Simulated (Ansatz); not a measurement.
# Two-dimensional strain map in YSe

Theory: DFT PBEsol, scalar-relativistic, plane waves, PAW (Ansatz). Cutoff 420 eV, Γ-centred 14×14×14 k-points, Gaussian smearing of 0.15 eV. No spin polarisation. Energies are free energies at this smearing, counted from the undisturbed cell; pressure is positive in compression.

The starting cell (as given, not relaxed at this level; it stands at -2.5 GPa, and it needn't be the usual structure):

```yaml
crystal:
  lattice:
    - [0.00000, 2.87500, 2.87500]
    - [2.87500, 0.00000, 2.87500]
    - [2.87500, 2.87500, 0.00000]
  atoms:
    - { symbol: Y, position: [0.00000, 0.00000, 0.00000] }
    - { symbol: Se, position: [0.50000, 0.50000, 0.50000] }
```

The cell is strained by p along both x and y and by q along z, fractional coordinates fixed. Points are written (p, q).

Energy above the undisturbed cell in meV/atom (a dash: not computed):

```
 p \ q  -0.030  -0.015  0.000  0.015  0.030
-0.030    17.9     9.7    9.3      ?   26.4
-0.015     2.2    -4.6   -3.8      ?   16.0
 0.000     3.2    -2.2    0.0    8.6   22.4
 0.015    18.2    14.2   17.9      –      ?
 0.030    44.8    42.3   47.5   59.0      ?
```

(1) Fill in the withheld energies.

## Answers

(1) (-0.030, 0.015): 15.3; (-0.015, 0.015): 3.5; (0.015, 0.030): 43.1; (0.030, 0.030): 75.6.